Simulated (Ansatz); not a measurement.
MgB2:
Space group P6/mmm (No. 191); a = b = 3.0602 Å, c = 3.5093 Å, α = β = 90.00°, γ = 120.00°

| atom | site | symmetry | x | y | z |
|---|---|---|---|---|---|
| Mg | 1a | 6/mmm | 0.0000 | 0.0000 | 0.0000 |
| B | 2d | -6m2 | 0.3333 | 0.6667 | 0.5000 |

Relaxed at zero pressure with DFT-PBEsol in the program Ansatz with PAW potentials.

Task: The volume is raised by 9 % and shape and atoms relax at that volume. What pressure results, and how do the axes share the change?

Result: -10.9 GPa; a 2.3 %, b 2.3 %, c 4.1 %; the energy rises by 31 meV/atom.

Task: Give the new structure.

Result: 
Space group P6/mmm (No. 191); a = 3.132 Å, b = 3.132 Å, c = 3.652 Å, α = 90.00°, β = 90.00°, γ = 120.00°

| atom | site | symmetry | x | y | z |
|---|---|---|---|---|---|
| Mg | 1a | 6/mmm | 0.0000 | 0.0000 | 0.0000 |
| B | 2d | -6m2 | 0.3333 | 0.6667 | 0.5000 |

The phase is kept; no other phase was compared at this pressure.

Symmetry was held in the PBEsol relaxation; of distortions, only those at the zone centre were tested.

Potentials: the later of the program's two PAW sets.
